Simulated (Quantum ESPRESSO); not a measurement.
WVCu4Ta2, one run as intended and one with a planted mistake

Simulated, not a measurement. The program is pw.x of Quantum ESPRESSO 7.5 (plane-wave density functional theory). The cell is made up: eight metal atoms on a hexagonal close-packed lattice, with elements, volume, strain and displacements drawn at random and not relaxed, so it may be unstable or far from any real phase. PseudoDojo standard norm-conserving files set the functional (PBE unless stated); there is no spin polarisation or spin-orbit coupling, the Fermi-Dirac width of 0.25 eV means electrons at about 2900 K, and the masses in the input are unused placeholders. The copper pseudopotential is less sure than most, with forces differing by about three percent and pressure by about two GPa from a second method on plain copper. Heavy elements are run without spin-orbit coupling, which real alloys of them have. A spin test at this wide smearing found no moment, but such smearing suppresses magnetism that the real alloy may have.

Intended input:

```
&control calculation='scf', pseudo_dir='./dojo.nc.sr.pbe.v0_5.standard.upf', outdir='./o', disk_io='minimal', tprnfor=.true., tstress=.true. /
&system ibrav=0, nat=8, ntyp=4, nbnd=79, ecutwfc=92.02030273, nosym=.true., tot_charge=0,
 occupations='smearing', smearing='fd', degauss=0.0183746611
/
&electrons conv_thr=1.470e-08, electron_maxstep=70, mixing_beta=0.5 /
ATOMIC_SPECIES
Cu 1.0 Cu.upf
Ta 1.0 Ta.upf
V 1.0 V.upf
W 1.0 W.upf
CELL_PARAMETERS angstrom
-2.772 0.0033 -0.0033
-0.0111 4.9066 -4.5084
0.0005 -4.8456 -4.4421
ATOMIC_POSITIONS angstrom
W 0.1784 0.0397 0.0491
V -0.1325 1.6279 -2.2085
Cu 0.0092 -0.0026 -4.6031
Ta -0.121 1.6327 -6.6243
Cu -1.5361 -0.7076 -2.2823
Cu -1.4157 -2.5176 -4.3423
Cu -1.4444 -0.7628 -6.8834
Ta -1.3589 2.5679 -4.4895
K_POINTS automatic
8 4 4 1 1 1
```

The log is shortened where brackets say so; the opening notice, blank lines, dates and the lines on written files are dropped, and the path of the files is cut. It prints rydbergs, bohrs and kilobars, and counts compression as positive stress. Its total energy is the free energy E - TS of the whole cell.

Log of the intended run:

```
     Program PWSCF v.7.5
     Parallel version (MPI & OpenMP), running on       4 processor cores
     Number of MPI processes:                 4
     Threads/MPI process:                     1
     [start-up lines left out]
     bravais-lattice index     =            0
     lattice parameter (alat)  =       5.2383  a.u.
     unit-cell volume          =     816.3725 (a.u.)^3
     number of atoms/cell      =            8
     number of atomic types    =            4
     number of electrons       =       129.00
     number of Kohn-Sham states=           79
     kinetic-energy cutoff     =      92.0203  Ry
     charge density cutoff     =     368.0812  Ry
     scf convergence threshold =      1.5E-08
     mixing beta               =       0.5000
     number of iterations used =            8  plain     mixing
     Exchange-correlation= PBE
                           (   1   4   3   4   0   0   0)
     [axes and pseudopotential details left out]
   Cartesian axes
     site n.     atom                  positions (alat units)
         1        W      tau(   1) = (   0.0643578   0.0143218   0.0177128  )
         2        V      tau(   2) = (  -0.0477994   0.5872647  -0.7967160  )
         3        Cu     tau(   3) = (   0.0033189  -0.0009379  -1.6605676  )
         4        Ta     tau(   4) = (  -0.0436507   0.5889963  -2.3897152  )
         5        Cu     tau(   5) = (  -0.5541478  -0.2552666  -0.8233394  )
         6        Cu     tau(   6) = (  -0.5107136  -0.9082238  -1.5664841  )
         7        Cu     tau(   7) = (  -0.5210671  -0.2751800  -2.4831855  )
         8        Ta     tau(   8) = (  -0.4902230   0.9263695  -1.6195864  )
     number of k points=    64  Fermi-Dirac smearing, width (Ry)=  0.0184
                       cart. coord. in units 2pi/alat
        k(    1) = (  -0.0624087  -0.0006001  -0.0773561), wk =   0.0312500
        k(    2) = (  -0.0624012  -0.0721908  -0.1552700), wk =   0.0312500
     [further k points left out]
     Dense  grid:    97289 G-vectors     FFT dimensions: (  32,  80,  75)
     Estimated max dynamical RAM per process >     421.28 MB
     Estimated total dynamical RAM >       1.58 GB
     Initial potential from superposition of free atoms
     starting charge     128.9953, renormalised to     129.0000
     Starting wfcs are   80 randomized atomic wfcs
     total cpu time spent up to now is        7.4 secs
     per-process dynamical memory:   334.2 Mb
     Self-consistent Calculation
     iteration #  1     ecut=    92.02 Ry     beta= 0.50
     Davidson diagonalization with overlap
     ethr =  1.00E-02,  avg # of iterations =  4.5
     total cpu time spent up to now is       29.9 secs
     total energy              =   -2056.68283630 Ry
     estimated scf accuracy    <      29.38532982 Ry
     iteration #  2     ecut=    92.02 Ry     beta= 0.50
     Davidson diagonalization with overlap
     ethr =  1.00E-02,  avg # of iterations =  4.2
     total cpu time spent up to now is       56.7 secs
     total energy              =   -2069.03690059 Ry
     estimated scf accuracy    <     128.89712055 Ry
     [iterations 3 to 20 left out]
     iteration # 21     ecut=    92.02 Ry     beta= 0.50
     Davidson diagonalization with overlap
     ethr =  3.02E-11,  avg # of iterations =  2.0
     total cpu time spent up to now is      416.7 secs
     total energy              =   -2076.43230252 Ry
     estimated scf accuracy    <       0.00000006 Ry
     iteration # 22     ecut=    92.02 Ry     beta= 0.50
     Davidson diagonalization with overlap
     ethr =  3.02E-11,  avg # of iterations =  1.8
     total cpu time spent up to now is      433.9 secs
     End of self-consistent calculation
     [lines on levels left out]
!    total energy              =   -2076.43230252 Ry
     estimated scf accuracy    <          9.7E-09 Ry
     smearing contrib. (-TS)   =      -0.10748342 Ry
     internal energy E=F+TS    =   -2076.32481910 Ry
     The total energy is F=E-TS. E is the sum of the following terms:
     one-electron contribution =   -1086.11058088 Ry
     hartree contribution      =     609.60135618 Ry
     xc contribution           =    -301.58865519 Ry
     ewald contribution        =   -1298.22693921 Ry
     convergence has been achieved in  22 iterations
     Forces acting on atoms (cartesian axes, Ry/au):
     atom    1 type  4   force =    -0.02311934    0.05401168   -0.05316135
     atom    2 type  3   force =     0.00218316   -0.00268134    0.01484085
     atom    3 type  1   force =    -0.00180692   -0.02156564    0.02418117
     atom    4 type  2   force =    -0.00198715    0.00541354   -0.06701699
     atom    5 type  1   force =     0.01294188   -0.00435423   -0.01366119
     atom    6 type  1   force =     0.00533118    0.04920160   -0.02254945
     atom    7 type  1   force =     0.00977286   -0.01301909    0.08543571
     atom    8 type  2   force =    -0.00331567   -0.06700653    0.03193125
     Total force =     0.168829     Total SCF correction =     0.000663
     Computing stress (Cartesian axis) and pressure
          total   stress  (Ry/bohr**3)                   (kbar)     P=       11.89
  -0.00007147  -0.00014148   0.00000800          -10.51      -20.81        1.18
  -0.00014148   0.00003795   0.00013538          -20.81        5.58       19.92
   0.00000800   0.00013538   0.00027600            1.18       19.92       40.60
     init_run     :      7.02s CPU      7.31s WALL (       1 calls)
     electrons    :    418.66s CPU    426.55s WALL (       1 calls)
     forces       :      2.56s CPU      2.58s WALL (       1 calls)
     stress       :      8.84s CPU      9.03s WALL (       1 calls)
     [timing details left out]
     PWSCF        :   7m17.20s CPU   7m25.61s WALL
     JOB DONE.
```

A second run has one planted mistake: one coordinate of one atom is wrong. The input lines that differ:

```
- W 0.1784 0.0397 0.0491
+ W 0.0484 0.0397 0.0491
```

Its log:

```
     Program PWSCF v.7.5
     Parallel version (MPI & OpenMP), running on       4 processor cores
     Number of MPI processes:                 4
     Threads/MPI process:                     1
     [start-up lines left out]
     bravais-lattice index     =            0
     lattice parameter (alat)  =       5.2383  a.u.
     unit-cell volume          =     816.3725 (a.u.)^3
     number of atoms/cell      =            8
     number of atomic types    =            4
     number of electrons       =       129.00
     number of Kohn-Sham states=           79
     kinetic-energy cutoff     =      92.0203  Ry
     charge density cutoff     =     368.0812  Ry
     scf convergence threshold =      1.5E-08
     mixing beta               =       0.5000
     number of iterations used =            8  plain     mixing
     Exchange-correlation= PBE
                           (   1   4   3   4   0   0   0)
     [axes and pseudopotential details left out]
   Cartesian axes
     site n.     atom                  positions (alat units)
         1        W      tau(   1) = (   0.0174603   0.0143218   0.0177128  )
         2        V      tau(   2) = (  -0.0477994   0.5872647  -0.7967160  )
         3        Cu     tau(   3) = (   0.0033189  -0.0009379  -1.6605676  )
         4        Ta     tau(   4) = (  -0.0436507   0.5889963  -2.3897152  )
         5        Cu     tau(   5) = (  -0.5541478  -0.2552666  -0.8233394  )
         6        Cu     tau(   6) = (  -0.5107136  -0.9082238  -1.5664841  )
         7        Cu     tau(   7) = (  -0.5210671  -0.2751800  -2.4831855  )
         8        Ta     tau(   8) = (  -0.4902230   0.9263695  -1.6195864  )
     number of k points=    64  Fermi-Dirac smearing, width (Ry)=  0.0184
                       cart. coord. in units 2pi/alat
        k(    1) = (  -0.0624087  -0.0006001  -0.0773561), wk =   0.0312500
        k(    2) = (  -0.0624012  -0.0721908  -0.1552700), wk =   0.0312500
     [further k points left out]
     Dense  grid:    97289 G-vectors     FFT dimensions: (  32,  80,  75)
     Estimated max dynamical RAM per process >     421.28 MB
     Estimated total dynamical RAM >       1.58 GB
     Initial potential from superposition of free atoms
     starting charge     128.9953, renormalised to     129.0000
     Starting wfcs are   80 randomized atomic wfcs
     total cpu time spent up to now is        7.3 secs
     per-process dynamical memory:   334.2 Mb
     Self-consistent Calculation
     iteration #  1     ecut=    92.02 Ry     beta= 0.50
     Davidson diagonalization with overlap
     ethr =  1.00E-02,  avg # of iterations =  4.4
     total cpu time spent up to now is       29.7 secs
     total energy              =   -2056.45220608 Ry
     estimated scf accuracy    <      29.72437126 Ry
     iteration #  2     ecut=    92.02 Ry     beta= 0.50
     Davidson diagonalization with overlap
     ethr =  1.00E-02,  avg # of iterations =  4.2
     total cpu time spent up to now is       55.0 secs
     total energy              =   -2068.97505540 Ry
     estimated scf accuracy    <     130.42216237 Ry
     [iterations 3 to 23 left out]
     iteration # 24     ecut=    92.02 Ry     beta= 0.50
     Davidson diagonalization with overlap
     ethr =  1.98E-11,  avg # of iterations =  2.0
     total cpu time spent up to now is      442.4 secs
     total energy              =   -2076.43554266 Ry
     estimated scf accuracy    <       0.00000002 Ry
     iteration # 25     ecut=    92.02 Ry     beta= 0.50
     Davidson diagonalization with overlap
     ethr =  1.22E-11,  avg # of iterations =  1.0
     total cpu time spent up to now is      457.2 secs
     End of self-consistent calculation
     [lines on levels left out]
!    total energy              =   -2076.43554266 Ry
     estimated scf accuracy    <          4.1E-10 Ry
     smearing contrib. (-TS)   =      -0.10758306 Ry
     internal energy E=F+TS    =   -2076.32795960 Ry
     The total energy is F=E-TS. E is the sum of the following terms:
     one-electron contribution =   -1085.46363966 Ry
     hartree contribution      =     609.29924754 Ry
     xc contribution           =    -301.58375193 Ry
     ewald contribution        =   -1298.57981555 Ry
     convergence has been achieved in  25 iterations
     Forces acting on atoms (cartesian axes, Ry/au):
     atom    1 type  4   force =    -0.00377978    0.05073067   -0.05265899
     atom    2 type  3   force =     0.00355568   -0.00151621    0.01299099
     atom    3 type  1   force =    -0.00167790   -0.02198777    0.02432929
     atom    4 type  2   force =     0.00110253    0.00700514   -0.06469325
     atom    5 type  1   force =     0.01018154   -0.00296356   -0.01036523
     atom    6 type  1   force =    -0.00166829    0.04544840   -0.02252535
     atom    7 type  1   force =     0.00143851   -0.01083978    0.08064722
     atom    8 type  2   force =    -0.00915230   -0.06587688    0.03227531
     Total force =     0.160445     Total SCF correction =     0.000175
     Computing stress (Cartesian axis) and pressure
          total   stress  (Ry/bohr**3)                   (kbar)     P=        9.13
  -0.00007534  -0.00010741  -0.00001586          -11.08      -15.80       -2.33
  -0.00010741   0.00001030   0.00013943          -15.80        1.52       20.51
  -0.00001586   0.00013943   0.00025128           -2.33       20.51       36.96
     init_run     :      6.95s CPU      7.21s WALL (       1 calls)
     electrons    :    440.92s CPU    449.88s WALL (       1 calls)
     forces       :      2.55s CPU      2.56s WALL (       1 calls)
     stress       :      8.94s CPU      9.15s WALL (       1 calls)
     [timing details left out]
     PWSCF        :   7m39.53s CPU   7m48.99s WALL
     JOB DONE.
```

|  | intended run | run with the mistake |
| --- | --- | --- |
| free energy (eV) | -28251.301 | -28251.345 |
| entropy term -TS, part of it (eV) | -1.462 | -1.464 |
| pressure (GPa) | 1.19 | 0.91 |
| size of the largest force component (eV/Å) | 2.197 | 2.074 |
| largest change of a force component (eV/Å) |  | 0.497 |
| iterations | 22 | 25 |

For scale, a rerun of the intended cell at a higher cutoff and on a denser mesh moved values by no more than 0.005 eV in energy, 0.02 GPa in stress and 0.007 eV/Å in force, and a second program with other atomic files agreed on that cell to 2 % rms in force and 0.5 GPa in pressure.